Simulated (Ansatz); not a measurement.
Values for one crystal, relaxed and computed with PBE in the plane-wave PAW code Ansatz; other levels are named.

- Volume per atom: 18.28 Å³
- Electronic character: metallic (no gap)
- Gap with spin–orbit coupling: none (metallic)
- Pressure derivative B′: 4.0
- Density of states at the Fermi level: 1.3 states/eV per atom (mean over ±0.08 eV)
- Bulk modulus (Birch–Murnaghan fit): 196 GPa

**Question.** Which of these materials gives this?
A. Bi, A7 (α-As type)
B. W, bcc (W type)
C. Ta, bcc (W type)
D. Cr, bcc (W type)

**Answer.** C, Ta, bcc (W type)

Space group Im-3m (bcc (W type)). The cell was relaxed with PBE under the symmetry of its start. The run is not spin-polarised. Spin–orbit coupling is left out wherever it is not named.

Potentials: the earlier of the program's two PAW sets.
